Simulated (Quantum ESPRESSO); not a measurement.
# Sn4Mo2TaCu: one composition in several site orders

Simulated, not a measurement. The program is pw.x of Quantum ESPRESSO 7.5 (plane-wave density functional theory). The cell is made up: eight metal atoms on a face-centred cubic lattice, with elements, volume, strain and displacements drawn at random and not relaxed, so it may be unstable or far from any real phase. PseudoDojo standard norm-conserving files set the functional (PBE unless stated); there is no spin polarisation or spin-orbit coupling, the Fermi-Dirac width of 0.25 eV means electrons at about 2900 K, and the masses in the input are unused placeholders. The copper pseudopotential is less sure than most, with forces differing by about three percent and pressure by about two GPa from a second method on plain copper. The tin pseudopotential is less sure than most, with forces differing by about three percent from a second method on plain tin. Heavy elements are run without spin-orbit coupling, which real alloys of them have. A spin test at this wide smearing found no moment, but such smearing suppresses magnetism that the real alloy may have.

The runs put one composition on the sites in different orders. Cell, positions, cutoff, mesh and smearing stay as in the input of run 1; sites are counted in its order. Stress in the tables is positive in tension.

Input of run 1:

```
&control calculation='scf', pseudo_dir='./dojo.nc.sr.pbe.v0_5.standard.upf', outdir='./o', disk_io='medium', tprnfor=.true., tstress=.true. /
&system ibrav=0, nat=8, ntyp=4, nbnd=70, ecutwfc=92.02030273, nosym=.true., tot_charge=0,
 occupations='smearing', smearing='fd', degauss=0.0183746611
/
&electrons conv_thr=1.470e-08, electron_maxstep=70, mixing_beta=0.5 /
ATOMIC_SPECIES
Cu 1.0 Cu.upf
Mo 1.0 Mo.upf
Sn 1.0 Sn.upf
Ta 1.0 Ta.upf
CELL_PARAMETERS angstrom
2.0564 4.238 2.0824
-0.0012 4.189 -4.0656
-4.2227 4.2587 0.0685
ATOMIC_POSITIONS angstrom
Sn 0.0963 0.1014 0.0633
Sn -2.1276 2.1415 -0.1208
Mo 0.0716 1.9459 -1.966
Mo -2.0788 4.1339 -1.9795
Ta -0.077 4.3102 0.0552
Sn -2.2314 6.3574 0.0772
Cu 0.1424 6.2196 -1.9534
Sn -2.0718 8.2278 -1.8836
K_POINTS automatic
5 5 5 1 1 1
```

| run | elements on sites 1 to 8 | free energy less that of run 1 (eV) | -TS (eV) | pressure (GPa) | stress xx (GPa) | stress yy (GPa) | stress zz (GPa) | stress yz (GPa) | stress xz (GPa) | stress xy (GPa) | iterations |
| --- | --- | --- | --- | --- | --- | --- | --- | --- | --- | --- | --- |
| 1 | Sn Sn Mo Mo Ta Sn Cu Sn | 0.000 | -1.215 | 9.98 | -9.32 | -9.47 | -11.16 | 1.28 | -6.14 | -3.11 | 16 |
| 2 | Sn Sn Ta Sn Sn Mo Mo Cu | 0.375 | -1.307 | 10.60 | -9.29 | -10.85 | -11.67 | 3.50 | -0.57 | -0.01 | 16 |
| 3 | Mo Sn Sn Cu Mo Ta Sn Sn | -0.401 | -1.218 | 9.77 | -8.77 | -6.11 | -14.42 | -1.07 | -2.53 | -1.95 | 14 |
| 4 | Sn Sn Ta Sn Mo Mo Cu Sn | -0.198 | -1.159 | 10.40 | -8.57 | -8.97 | -13.67 | 4.27 | -2.12 | 0.70 | 15 |
| 5 | Mo Ta Mo Sn Sn Sn Cu Sn | -0.194 | -1.181 | 10.38 | -9.48 | -9.61 | -12.05 | 2.47 | -2.93 | -1.56 | 16 |
| 6 | Mo Ta Sn Cu Mo Sn Sn Sn | 0.117 | -1.188 | 10.18 | -10.51 | -6.22 | -13.81 | 2.49 | -3.14 | -1.08 | 14 |

Forces Fx Fy Fz (eV/Å):

```
site             run 1             run 2              run 3             run 4              run 5              run 6
   1  -2.41 -1.74 0.60  -0.15 -1.71 1.27   -0.40 -1.23 0.04  -1.79 -1.46 0.13  -0.86 -0.83 -0.31  -0.85 -1.68 -0.08
   2   0.99 -0.27 1.78  -0.82 -0.69 2.57   -0.05 -0.13 0.11   0.23 -1.01 0.87    0.60 -0.73 2.07    0.14 -0.59 1.10
   3  -0.58 0.53 -1.63   0.74 1.22 -1.47   -0.06 0.35 -0.31  -0.18 1.04 -1.35   -0.80 0.40 -0.70   -0.80 0.18 -1.05
   4   0.73 0.87 -0.53  -0.52 0.89 -2.19     0.17 0.51 0.23   1.32 1.31 -0.12    1.14 0.93 -1.77     0.41 0.48 0.06
   5  0.05 -0.56 -0.92   0.72 -1.26 0.00  -0.16 -0.60 -0.13   0.35 -0.66 0.14    1.32 -0.63 0.50   -0.33 -0.20 0.25
   6   0.72 -0.43 0.04   -0.04 0.23 0.08    1.05 -0.72 0.61   0.15 -0.42 0.47   -0.48 -0.31 2.12    2.08 -0.04 1.52
   7    0.07 0.24 0.29   0.11 0.99 -0.04    -1.04 0.88 0.10    0.12 0.44 0.32    0.03 0.14 -0.20   -1.59 0.67 -0.45
   8    0.42 1.36 0.38  -0.04 0.34 -0.22    0.49 0.94 -0.65  -0.20 0.77 -0.45   -0.94 1.04 -1.72    0.95 1.17 -1.35
```

The sites are displaced and not relaxed, so the energy differences mix bonding between neighbours with strain and are not ordering energies. A rerun of one cell of this series at a higher cutoff and on a denser mesh moved values by no more than 0.002 eV in energy, 0.05 GPa in stress and 0.004 eV/Å in force, and a second program with other atomic files agreed on that cell to 2 % rms in force and 0.5 GPa in pressure.